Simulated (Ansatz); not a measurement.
The start is a randomly generated symmetric cell of Nb (space group No. 139). Cell shape, volume and atoms are optimised at zero target pressure with PBE (plane waves to 420 eV, PAW, scalar-relativistic; Ansatz, a first-principles code). First-step values are on the input's coarse k-mesh.

Ansatz input (later rounds restart from its end on a renewed k-mesh):
Ansatz 0.2 input:
```yaml
crystal:
  lattice:
    - [-1.8604498, 1.8604498, 1.5368996]
    - [1.8604498, -1.8604498, 1.5368996]
    - [1.8604498, 1.8604498, -1.5368996]
  atoms:
    - { symbol: Nb, position: [0.5, 0.5, 0] }
basis: { ecutwfc: 420, ecutrho_ratio: 4, xc_grid: 2, fft_grid_basis: typed }
kpoints: { mp_grid: { grid: [14, 14, 14] } }
hamiltonian:
  xc: pbe
  dispersion: none
  pseudopotentials: { kind: paw }
scf: { occupations: { method: fermi_dirac, width: 0.05 } }
relax: { f_tol: 0.01, max_steps: 100, cell: { stress_tol: 0.02 } }
output: { forces: true, stress: true }
```

Task: What pressure does the first self-consistent step give?

Result: -17.8 GPa (negative: the cell is under tension).

Task: Does the structure survive the relaxation? Give the final space group.

Result: The space group goes from I4/mmm (No. 139) to Im-3m (No. 229); the end is bcc (W type), with 1 atom in the primitive cell.

Task: How does the volume change?

Result: -14.8 %, from 21.28 to 18.13 Å³/atom.

Task: How do the shortest distances between atoms change?

Result: The closest pairs of elements (up to four, under 3.6 Å), start → end: Nb–Nb 3.05 → 2.87 Å.

Task: Give the final cell and atomic positions.

Result: 
Space group Im-3m (No. 229); a = b = c = 3.3096 Å, α = β = γ = 90.00°

```tsv
atom	site	symmetry	x	y	z
Nb	2a	m-3m	0.0000	0.0000	0.0000
```
(The calculation used a cell of 1 atom; values per cell refer to that cell.)

Final values are on a 20×20×20 k-mesh of the relaxed cell. No spin polarisation in the result.

The run could not lose the symmetry of its start; a randomly shaken copy of 2 atoms returns to this structure.
